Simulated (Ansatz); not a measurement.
Here is the system:

NaAu2:
```cif
data_Au16Na8
_chemical_formula_sum 'Na8 Au16'
_space_group_name_H-M_alt 'Fd-3m :1'
_space_group_IT_number 227
_space_group_name_Hall 'F 4d 2 3 -1d'
_cell_length_a 7.80141
_cell_length_b 7.80141
_cell_length_c 7.80141
_cell_angle_alpha 90.000
_cell_angle_beta 90.000
_cell_angle_gamma 90.000
loop_
_atom_site_label
_atom_site_type_symbol
_atom_site_symmetry_multiplicity
_atom_site_Wyckoff_symbol
_atom_site_fract_x
_atom_site_fract_y
_atom_site_fract_z
_atom_site_occupancy
Na1 Na 8 a 0.00000 0.00000 0.00000 1
Au1 Au 16 d 0.62500 0.62500 0.62500 1
```
(The calculation used a cell of 6 atoms; values per cell refer to that cell.)

This is the PBEsol-relaxed structure.

Problem. All from PBEsol in the plane-wave PAW code Ansatz, unless another level is named. Predict the bulk modulus (Birch–Murnaghan fit).

Solution. 87.6 GPa.

Problem. Give the highest zone-centre frequency.

Solution. 208 cm^-1.

The workflow started from an entry of the Crystallography Open Database (COD). Whether it is the stable phase at ambient conditions was not checked. Symmetry was held in the PBEsol relaxation; of distortions, only those at the zone centre were tested. As this level gives no gap, phonon frequencies hold no LO–TO term and depend on the k-mesh and smearing (Fermi–Dirac, 0.1 eV here). Spin–orbit coupling is left out wherever it is not named.

Potentials: the later of the program's two PAW sets.
